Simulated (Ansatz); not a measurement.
**Mechanical response of Pb (P6_3/mmc)**

```
Pb
1.0
     3.45753    0.00000    0.00000
    -1.72877    2.99431    0.00000
     0.00000    0.00000    5.77125
Pb
2
Direct
  0.33333 0.66667 0.25000
  0.66667 0.33333 0.75000
```

Conventional cell: a = 3.458 Å, b = 3.458 Å, c = 5.771 Å, α = 90.00°, β = 90.00°, γ = 120.00°. Pb (atom 1) has 12 Pb at 3.46 to 3.51 Å as nearest neighbours.

Level of theory, where no other is named: PBEsol, all-electron LAPW in Ansatz 0.2.0, scalar-relativistic. k mesh 16×16×10, Fermi-Dirac smearing of 0.080 eV, basis error target 1 meV/atom. The cell was relaxed by PAW under this functional. This phase needn't be the one found at ambient conditions.

The cell is hexagonal and carries a residual pressure of 0.01 GPa at this level. Each strain component that symmetry leaves independent is applied at ±0.005, the ions relax wherever a strain frees them, and the stress (tension positive, GPa) is read. Shears are engineering strains, γ = 2ε.

```tsv
strain	size	σxx	σyy	σzz	σyz	σxz	σxy
xx	-0.005	-0.3661	-0.2385	-0.1421	0.0000	0.0000	0.0000
xx	+0.005	0.3197	0.2027	0.1455	0.0000	0.0000	0.0000
zz	-0.005	-0.1617	-0.1617	-0.4251	0.0000	0.0000	0.0000
zz	+0.005	0.1263	0.1263	0.4169	0.0000	0.0000	0.0000
yz	-0.005	-0.0155	-0.0139	0.0016	-0.0527	0.0000	0.0000
yz	+0.005	-0.0155	-0.0139	0.0015	0.0527	0.0000	0.0000
```

A central difference gives one constant, for example C11 ≈ (0.3197 − (-0.3661))/(0.01) = 68.6 GPa; the program then imposes the crystal's symmetry on the whole matrix.

Question: What are the independent elastic constants?

Answer: C11 = 68.6, C12 = 44.1, C13 = 28.8, C33 = 84.2, C44 = 10.5 GPa.

Question: Is the crystal stable against homogeneous strain?

Answer: The least eigenvalue of the 6×6 matrix is 10.5 GPa, so yes.

Question: What moduli does a random aggregate of grains have?

Answer: Voigt and Reuss bounds: B from 47.2 to 47.2 and G from 12.8 to 14.6 GPa; their means are B = 47.2 and G = 13.7 GPa. Then E = 9BG/(3B + G) = 37.6 GPa, ν = (3B − 2G)/(6B + 2G) = 0.367 and B/G = 3.43, on the ductile side of Pugh's 1.75 (a rule of thumb).

Question: With the density of 11.517 g/cm³, how fast does sound travel, and what Debye temperature follows?

Answer: 

| direction | slow (m/s) | middle (m/s) | fast (m/s) |
| --- | --- | --- | --- |
| x | 957 | 1031 | 2440 |
| y | 957 | 1031 | 2440 |
| z | 957 | 957 | 2704 |

The mean of v⁻³ over directions and branches gives v_m = 1211 m/s and θ_D = (ħ/k_B) v_m (6π²n)^(1/3) = 116 K, n being atoms per volume. Young's modulus spans 31 to 70 GPa over directions, and the universal anisotropy index is 0.70.

Question: How far do the constants move if PAW replaces LAPW in the same cell?

Answer: 

```json
{"constant": "C11", "LAPW (GPa)": "68.6", "PAW (GPa)": "68.5", "difference": "-0.1"}
{"constant": "C12", "LAPW (GPa)": "44.1", "PAW (GPa)": "44.1", "difference": "0.0"}
{"constant": "C13", "LAPW (GPa)": "28.8", "PAW (GPa)": "28.8", "difference": "0.0"}
{"constant": "C33", "LAPW (GPa)": "84.2", "PAW (GPa)": "84.1", "difference": "-0.1"}
{"constant": "C44", "LAPW (GPa)": "10.5", "PAW (GPa)": "10.5", "difference": "0.0"}
```

Known limits: responses of metals move with mesh and smearing; no spin-orbit coupling on heavy atoms; the frozen-core PAW files of the compared runs were fitted under PBE, their cores solved anew for this functional.
